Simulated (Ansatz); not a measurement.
Relaxed-ion elastic tensor of LaAs (rock salt, space group No. 225) in GPa (Voigt order), plane-wave PAW LDA (Ansatz code); density 6.37 g/cm³, 27.87 Å³ per atom.

```
 179  23.2  23.2   0.0   0.0   0.0
23.2   179  23.2   0.0   0.0   0.0
23.2  23.2   179   0.0   0.0   0.0
 0.0   0.0   0.0  28.7   0.0   0.0
 0.0   0.0   0.0   0.0  28.7   0.0
 0.0   0.0   0.0   0.0   0.0  28.7
```

Q: Is the crystal mechanically stable?

A: Yes: the smallest eigenvalue of C is 28.7 GPa.

Q: Work out the Voigt, Reuss and Hill averages.

A: K_V = 75.2, K_R = 75.2, K_H = 75.2; G_V = 48.4, G_R = 38.4, G_H = 43.4 GPa.

Q: Give Young's modulus, Poisson's ratio, Pugh's ratio and the universal anisotropy index.

A: E = 9KG/(3K + G) = 109 GPa; ν = 0.26; K/G = 1.73 (near the Pugh limit of 1.75, no verdict); A_U = 5G_V/G_R + K_V/K_R − 6 = 1.30.

Q: Estimate the sound speeds and the Debye temperature.

A: v_l = √((K + 4G/3)/ρ) = 4570 m/s, v_t = √(G/ρ) = 2610 m/s, mean 2900 m/s; Θ = (h/k)(3n/4πV)^(1/3) v_m = 285 K.

Q: Give the Zener ratio and Young's modulus along [100], [110] and [111].

A: A = 2C44/(C11 − C12) = 0.37; 1/E = S11 − 2(S11 − S12 − S44/2)Γ with Γ = 0, 1/4, 1/3 gives 174, 88.8, 76.4 GPa.

Space group Fm-3m (rock salt). The workflow started from a Materials Project entry (that database holds measured and hypothetical structures alike); the Crystallography Open Database files this formula in space group No. 225, but the cells were not matched. Its standing as an ambient phase is unchecked. The LDA relaxation kept the symmetry of its start; of distortions, only those at the zone centre were tested. As this level gives no gap, shear constants depend on the k-mesh and smearing (Fermi–Dirac, 0.1 eV here). Spin–orbit coupling is left out wherever it is not named.

Potentials: the later of the program's two PAW sets.
